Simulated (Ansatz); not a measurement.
Cu (fcc (Cu type), space group No. 225) at seven volumes, DFT-r²SCAN in the program Ansatz with PAW potentials, scaled uniformly. One row is withheld.

```json
[
 {"V (Å³/atom)": "10.429", "P (GPa)": "19.42"},
 {"V (Å³/atom)": "10.773", "P (GPa)": "11.76"},
 {"V (Å³/atom)": "11.117", "P (GPa)": "?"},
 {"V (Å³/atom)": "11.461", "P (GPa)": "0.00"},
 {"V (Å³/atom)": "11.805", "P (GPa)": "-4.47"},
 {"V (Å³/atom)": "12.148", "P (GPa)": "-8.20"},
 {"V (Å³/atom)": "12.492", "P (GPa)": "-11.29"}
]
```

Task: Fit the shown pressures and predict the withheld one.

Result: Third-order Birch–Murnaghan: P = (3/2)B₀(x^(7/2) − x^(5/2))[1 + (3/4)(B′ − 4)(x − 1)] with x = (V₀/V)^(2/3). Least squares on the six rows gives V₀ = 11.461 Å³/atom, B₀ = 162.6 GPa, B′ = 4.99. At V = 11.117, x = 1.0205 and P = 5.35 GPa. The run itself gave 5.35 GPa.

Space group Fm-3m (fcc (Cu type)). The r²SCAN relaxation kept the symmetry of its start. No spin polarisation was allowed.

Potentials: the earlier of the program's two PAW sets.
